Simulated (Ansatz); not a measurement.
A relaxation of cell and atoms of Ti₃SiO₈ on the sites of the rutile structure (relaxed group Cmmm) with Ansatz 0.2.0, at the level PBE. The starting cell was estimated from covalent radii.

```yaml
crystal:
  lattice:
    - [3.44963735, -3.44963735, 0.0]
    - [3.44963735, 3.44963735, 0.0]
    - [0.0, 0.0, 6.56808476]
  atoms:
    - { symbol: Si, position: [0.5, 0.5, 0.0] }
    - { symbol: Ti, position: [0.0, 0.0, 0.75] }
    - { symbol: O, position: [0.1940277, 0.1940277, 0.0] }
    - { symbol: O, position: [0.8059723, 0.8059723, 0.0] }
    - { symbol: O, position: [0.6940277, 0.3059723, 0.75] }
    - { symbol: O, position: [0.3059723, 0.6940277, 0.75] }
    - { symbol: Ti, position: [0.5, 0.5, 0.5] }
    - { symbol: Ti, position: [0.0, 0.0, 0.25] }
    - { symbol: O, position: [0.1940277, 0.1940277, 0.5] }
    - { symbol: O, position: [0.8059723, 0.8059723, 0.5] }
    - { symbol: O, position: [0.6940277, 0.3059723, 0.25] }
    - { symbol: O, position: [0.3059723, 0.6940277, 0.25] }
kpoints:
  mp_grid: { grid: [6, 6, 4] }
hamiltonian:
  xc: pbe
scf:
  occupations: { method: fermi_dirac, width: 0.02 }
relax:
  f_tol: 0.005
  cell: {}
```

The trajectory has 12 recorded frames, each with fractional positions and then forces in eV/Å along x, y and z. Some frames, the last among them, repeat a geometry solved again on a basis re-selected at its cell; pressure is positive in compression.

Step 1: energy 0.0 meV/atom from step 1, largest force component 0.992 eV/Å, pressure -34.78 GPa; a = 4.879 Å, b = 4.879 Å, c = 6.568 Å, α = 90.00°, β = 90.00°, γ = 90.00°
```
Si 0.5000 0.5000 0.0000     0.000   0.000   0.000
Ti 0.0000 0.0000 0.7500     0.000   0.000  -0.012
O  0.1940 0.1940 0.0000     0.536   0.000   0.000
O  0.8060 0.8060 0.0000    -0.536   0.000   0.000
O  0.6940 0.3060 0.7500     0.000   0.992   0.748
O  0.3060 0.6940 0.7500     0.000  -0.992   0.748
Ti 0.5000 0.5000 0.5000     0.000   0.000   0.000
Ti 0.0000 0.0000 0.2500     0.000   0.000   0.012
O  0.1940 0.1940 0.5000    -0.519   0.000   0.000
O  0.8060 0.8060 0.5000     0.519   0.000   0.000
O  0.6940 0.3060 0.2500     0.000   0.992  -0.748
O  0.3060 0.6940 0.2500     0.000  -0.992  -0.748
```

Step 2: energy -301.3 meV/atom from step 1, largest force component 1.041 eV/Å, pressure -25.23 GPa; a = 4.726 Å, b = 4.726 Å, c = 6.248 Å, α = 90.00°, β = 90.00°, γ = 90.11°
```
Si 0.5000 0.5000 0.0000     0.000   0.000   0.000
Ti 0.0000 0.0000 0.7512     0.000   0.000  -0.054
O  0.1982 0.1982 0.0000     0.814   0.000   0.000
O  0.8018 0.8018 0.0000    -0.814   0.000   0.000
O  0.6924 0.3076 0.7536     0.000   1.012   1.041
O  0.3076 0.6924 0.7536     0.000  -1.012   1.041
Ti 0.5000 0.5000 0.5000     0.000   0.000   0.000
Ti 0.0000 0.0000 0.2488     0.000   0.000   0.054
O  0.1937 0.1937 0.5000    -0.368   0.000   0.000
O  0.8063 0.8063 0.5000     0.368   0.000   0.000
O  0.6924 0.3076 0.2464     0.000   1.012  -1.041
O  0.3076 0.6924 0.2464     0.000  -1.012  -1.041
```

Step 3: energy -486.1 meV/atom from step 1, largest force component 0.589 eV/Å, pressure -7.46 GPa; a = 4.586 Å, b = 4.586 Å, c = 5.920 Å, α = 90.00°, β = 90.00°, γ = 90.22°
```
Si 0.5000 0.5000 0.0000     0.000   0.000   0.000
Ti 0.0000 0.0000 0.7530     0.000   0.000   0.273
O  0.2061 0.2061 0.0000     0.217   0.000   0.000
O  0.7939 0.7939 0.0000    -0.217   0.000   0.000
O  0.6862 0.3138 0.7638     0.000   0.023   0.589
O  0.3138 0.6862 0.7638     0.000  -0.023   0.589
Ti 0.5000 0.5000 0.5000     0.000   0.000   0.000
Ti 0.0000 0.0000 0.2470     0.000   0.000  -0.273
O  0.1925 0.1925 0.5000     0.035   0.000   0.000
O  0.8075 0.8075 0.5000    -0.035   0.000   0.000
O  0.6862 0.3138 0.2362     0.000   0.023  -0.589
O  0.3138 0.6862 0.2362     0.000  -0.023  -0.589
```

Step 4: energy -498.7 meV/atom from step 1, largest force component 0.330 eV/Å, pressure +3.56 GPa; a = 4.543 Å, b = 4.543 Å, c = 5.750 Å, α = 90.00°, β = 90.00°, γ = 89.68°
```
Si 0.5000 0.5000 0.0000     0.000   0.000   0.000
Ti 0.0000 0.0000 0.7562     0.000   0.000  -0.018
O  0.2099 0.2099 0.0000    -0.291   0.000   0.000
O  0.7901 0.7901 0.0000     0.291   0.000   0.000
O  0.6863 0.3137 0.7721     0.000  -0.251  -0.330
O  0.3137 0.6863 0.7721     0.000   0.251  -0.330
Ti 0.5000 0.5000 0.5000     0.000   0.000   0.000
Ti 0.0000 0.0000 0.2438     0.000   0.000   0.018
O  0.1932 0.1932 0.5000     0.308   0.000   0.000
O  0.8068 0.8068 0.5000    -0.308   0.000   0.000
O  0.6863 0.3137 0.2279     0.000  -0.251   0.330
O  0.3137 0.6863 0.2279     0.000   0.251   0.330
```

Task: Estimate where the relaxation ends.

Result:
Step 5: energy -501.8 meV/atom from step 1, largest force component 0.092 eV/Å, pressure -0.26 GPa; a = 4.549 Å, b = 4.549 Å, c = 5.816 Å, α = 90.00°, β = 90.00°, γ = 89.85°
```
Si 0.5000 0.5000 0.0000     0.000   0.000   0.000
Ti 0.0000 0.0000 0.7551     0.000   0.000   0.092
O  0.2079 0.2079 0.0000     0.023   0.000   0.000
O  0.7921 0.7921 0.0000    -0.023   0.000   0.000
O  0.6872 0.3128 0.7693     0.000   0.013   0.057
O  0.3128 0.6872 0.7693     0.000  -0.013   0.057
Ti 0.5000 0.5000 0.5000     0.000   0.000   0.000
Ti 0.0000 0.0000 0.2449     0.000   0.000  -0.092
O  0.1942 0.1942 0.5000     0.066   0.000   0.000
O  0.8058 0.8058 0.5000    -0.066   0.000   0.000
O  0.6872 0.3128 0.2307     0.000   0.013  -0.057
O  0.3128 0.6872 0.2307     0.000  -0.013  -0.057
```

Step 6: energy -501.9 meV/atom from step 1, largest force component 0.040 eV/Å, pressure -0.10 GPa; a = 4.545 Å, b = 4.545 Å, c = 5.819 Å, α = 90.00°, β = 90.00°, γ = 89.83°
```
Si 0.5000 0.5000 0.0000     0.000   0.000   0.000
Ti 0.0000 0.0000 0.7558     0.000   0.000  -0.040
O  0.2081 0.2081 0.0000    -0.008   0.000   0.000
O  0.7919 0.7919 0.0000     0.008   0.000   0.000
O  0.6871 0.3129 0.7699     0.000  -0.010   0.013
O  0.3129 0.6871 0.7699     0.000   0.010   0.013
Ti 0.5000 0.5000 0.5000     0.000   0.000   0.000
Ti 0.0000 0.0000 0.2442     0.000   0.000   0.040
O  0.1946 0.1946 0.5000     0.007   0.000   0.000
O  0.8054 0.8054 0.5000    -0.007   0.000   0.000
O  0.6871 0.3129 0.2301     0.000  -0.010  -0.013
O  0.3129 0.6871 0.2301     0.000   0.010  -0.013
```

Step 7: energy -502.0 meV/atom from step 1, largest force component 0.023 eV/Å, pressure +0.03 GPa; a = 4.543 Å, b = 4.543 Å, c = 5.819 Å, α = 90.00°, β = 90.00°, γ = 89.84°
```
Si 0.5000 0.5000 0.0000     0.000   0.000   0.000
Ti 0.0000 0.0000 0.7556     0.000   0.000   0.023
O  0.2078 0.2078 0.0000     0.021   0.000   0.000
O  0.7922 0.7922 0.0000    -0.021   0.000   0.000
O  0.6872 0.3128 0.7701     0.000   0.006  -0.009
O  0.3128 0.6872 0.7701     0.000  -0.006  -0.009
Ti 0.5000 0.5000 0.5000     0.000   0.000   0.000
Ti 0.0000 0.0000 0.2444     0.000   0.000  -0.023
O  0.1947 0.1947 0.5000    -0.003   0.000   0.000
O  0.8053 0.8053 0.5000     0.003   0.000   0.000
O  0.6872 0.3128 0.2299     0.000   0.006   0.009
O  0.3128 0.6872 0.2299     0.000  -0.006   0.009
```

Step 8: energy -502.0 meV/atom from step 1, largest force component 0.003 eV/Å, pressure 0.00 GPa; a = 4.544 Å, b = 4.544 Å, c = 5.819 Å, α = 90.00°, β = 90.00°, γ = 89.83°
```
Si 0.5000 0.5000 0.0000     0.000   0.000   0.000
Ti 0.0000 0.0000 0.7556     0.000   0.000  -0.001
O  0.2080 0.2080 0.0000     0.003   0.000   0.000
O  0.7920 0.7920 0.0000    -0.003   0.000   0.000
O  0.6872 0.3128 0.7700     0.000  -0.001   0.000
O  0.3128 0.6872 0.7700     0.000   0.001   0.000
Ti 0.5000 0.5000 0.5000     0.000   0.000   0.000
Ti 0.0000 0.0000 0.2444     0.000   0.000   0.001
O  0.1947 0.1947 0.5000    -0.001   0.000   0.000
O  0.8053 0.8053 0.5000     0.001   0.000   0.000
O  0.6872 0.3128 0.2300     0.000  -0.001   0.000
O  0.3128 0.6872 0.2300     0.000   0.001   0.000
```

Step 9: energy -498.3 meV/atom from step 1, largest force component 0.002 eV/Å, pressure -0.77 GPa; a = 4.544 Å, b = 4.544 Å, c = 5.819 Å, α = 90.00°, β = 90.00°, γ = 89.83°
```
Si 0.5000 0.5000 0.0000     0.000   0.000   0.000
Ti 0.0000 0.0000 0.7556     0.000   0.000  -0.001
O  0.2080 0.2080 0.0000     0.002   0.000   0.000
O  0.7920 0.7920 0.0000    -0.002   0.000   0.000
O  0.6872 0.3128 0.7700     0.000   0.000  -0.001
O  0.3128 0.6872 0.7700     0.000   0.000  -0.001
Ti 0.5000 0.5000 0.5000     0.000   0.000   0.000
Ti 0.0000 0.0000 0.2444     0.000   0.000   0.001
O  0.1947 0.1947 0.5000    -0.002   0.000   0.000
O  0.8053 0.8053 0.5000     0.002   0.000   0.000
O  0.6872 0.3128 0.2300     0.000   0.000   0.001
O  0.3128 0.6872 0.2300     0.000   0.000   0.001
```

Step 10: energy -498.6 meV/atom from step 1, largest force component 0.016 eV/Å, pressure +0.11 GPa; a = 4.536 Å, b = 4.536 Å, c = 5.815 Å, α = 90.00°, β = 90.00°, γ = 89.83°
```
Si 0.5000 0.5000 0.0000     0.000   0.000   0.000
Ti 0.0000 0.0000 0.7557     0.000   0.000  -0.016
O  0.2082 0.2082 0.0000     0.011   0.000   0.000
O  0.7918 0.7918 0.0000    -0.011   0.000   0.000
O  0.6874 0.3126 0.7699     0.000   0.001   0.010
O  0.3126 0.6874 0.7699     0.000  -0.001   0.010
Ti 0.5000 0.5000 0.5000     0.000   0.000   0.000
Ti 0.0000 0.0000 0.2443     0.000   0.000   0.016
O  0.1948 0.1948 0.5000    -0.005   0.000   0.000
O  0.8052 0.8052 0.5000     0.005   0.000   0.000
O  0.6874 0.3126 0.2301     0.000   0.001  -0.010
O  0.3126 0.6874 0.2301     0.000  -0.001  -0.010
```

Step 11: energy -498.6 meV/atom from step 1, largest force component 0.002 eV/Å, pressure 0.00 GPa; a = 4.537 Å, b = 4.537 Å, c = 5.816 Å, α = 90.00°, β = 90.00°, γ = 89.83°
```
Si 0.5000 0.5000 0.0000     0.000   0.000   0.000
Ti 0.0000 0.0000 0.7556     0.000   0.000   0.002
O  0.2082 0.2082 0.0000    -0.002   0.000   0.000
O  0.7918 0.7918 0.0000     0.002   0.000   0.000
O  0.6874 0.3126 0.7700     0.000  -0.001  -0.001
O  0.3126 0.6874 0.7700     0.000   0.001  -0.001
Ti 0.5000 0.5000 0.5000     0.000   0.000   0.000
Ti 0.0000 0.0000 0.2444     0.000   0.000  -0.002
O  0.1948 0.1948 0.5000     0.002   0.000   0.000
O  0.8052 0.8052 0.5000    -0.002   0.000   0.000
O  0.6874 0.3126 0.2300     0.000  -0.001   0.001
O  0.3126 0.6874 0.2300     0.000   0.001   0.001
```

Step 12: energy -498.4 meV/atom from step 1, largest force component 0.002 eV/Å, pressure -0.02 GPa; a = 4.537 Å, b = 4.537 Å, c = 5.816 Å, α = 90.00°, β = 90.00°, γ = 89.83°
```
Si 0.5000 0.5000 0.0000     0.000   0.000   0.000
Ti 0.0000 0.0000 0.7556     0.000   0.000   0.002
O  0.2082 0.2082 0.0000    -0.002   0.000   0.000
O  0.7918 0.7918 0.0000     0.002   0.000   0.000
O  0.6874 0.3126 0.7700     0.000  -0.001  -0.001
O  0.3126 0.6874 0.7700     0.000   0.001  -0.001
Ti 0.5000 0.5000 0.5000     0.000   0.000   0.000
Ti 0.0000 0.0000 0.2444     0.000   0.000  -0.002
O  0.1948 0.1948 0.5000     0.002   0.000   0.000
O  0.8052 0.8052 0.5000    -0.002   0.000   0.000
O  0.6874 0.3126 0.2300     0.000  -0.001   0.001
O  0.3126 0.6874 0.2300     0.000   0.001   0.001
```

The walk took 10 steps, besides SCFs solved again on a fresh basis, and changed the volume by -23.4 %. The last SCF, on a fresh basis, lies 498 meV an atom below the first. At the end: it is orthorhombic, Cmmm (No. 65); a = 6.406 Å, b = 6.426 Å, c = 5.816 Å in the conventional setting, 9.98 Å³ an atom. Si has 6 O at 1.80–1.87 Å; Ti has 6 O at 1.94–2.00 Å and 2 Ti at 2.84–2.97 Å; O has 1 Si at 1.87 Å and 2 Ti at 1.95 Å; O has 1 Si at 1.80 Å and 2 Ti at 1.98–2.00 Å; Ti has 6 O at 1.96–1.98 Å; O has 3 Ti at 1.94–1.96 Å.

It took 21 s on 1 × NVIDIA H100 80GB HBM3 with 2 threads of AMD EPYC 7R13 Processor (Zen 3), with other jobs on the host; peak host memory 1.2 GiB.

No spin polarisation. The prototype was imposed, so other structures may be more stable.
